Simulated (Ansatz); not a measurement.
YAlSi:
```
YAlSi
1.0
    1.99470    -5.16713     0.00000
    1.99470     5.16713     0.00000
    0.00000     0.00000     5.70426
Y Si Al
2 2 2
Direct
  0.69463   0.30537   0.75000
  0.30537   0.69463   0.25000
  0.40130   0.59870   0.75000
  0.59870   0.40130   0.25000
  0.00000   0.00000   0.50000
  0.00000   0.00000   0.00000
```

Relaxed with r²SCAN. Special points in fractions of this cell's reciprocal vectors: Γ (0.000, 0.000, 0.000); Y (-0.500, 0.500, 0.000); C0 (-0.287, 0.713, 0.000); Σ0 (0.287, 0.287, 0.000); Z (0.000, 0.000, 0.500); A0 (0.287, 0.287, 0.500); E0 (-0.287, 0.713, 0.500); T (-0.500, 0.500, 0.500); S (0.000, 0.500, 0.000); R (0.000, 0.500, 0.500).

Problem. List the band energies nearest the Fermi level at these points for DFT-r²SCAN in the program Ansatz with PAW potentials.

Solution. In eV from the Fermi level; about four levels below and three above (degenerate sets whole), none deeper than 8.9 eV; points with the same levels are listed once.

```csv
k,below,above
Γ,-1.96 -1.93 -1.23 -0.79,0.98 1.35 1.95
Y,-2.28 -1.82 -1.30 -0.42,0.53 0.93 1.74
C0,-2.86 -2.81 -1.36 -1.20,0.42 0.48 2.64
Z,-2.25 -2.25 -1.03 -1.03,1.20 1.20 1.71 1.71
A0,-1.71 -1.71 -1.10 -1.10,0.68 0.68 2.21 2.21
T,-1.68 -1.68 -0.46 -0.46,1.26 1.26 1.31 1.31
S,-2.22 -1.88 -1.06 -0.26,0.91 2.69 3.56
R,-2.20 -2.20 -1.11 -1.11,1.11 1.11 2.19 2.19
```

Space group Cmcm. The workflow started from an entry of the Crystallography Open Database (COD). Its standing as an ambient phase is unchecked. Symmetry was held in the r²SCAN relaxation; its stability against distortions is not shown here. No spin polarisation was allowed. Spin–orbit coupling is left out wherever it is not named.

Potentials: the later of the program's two PAW sets.
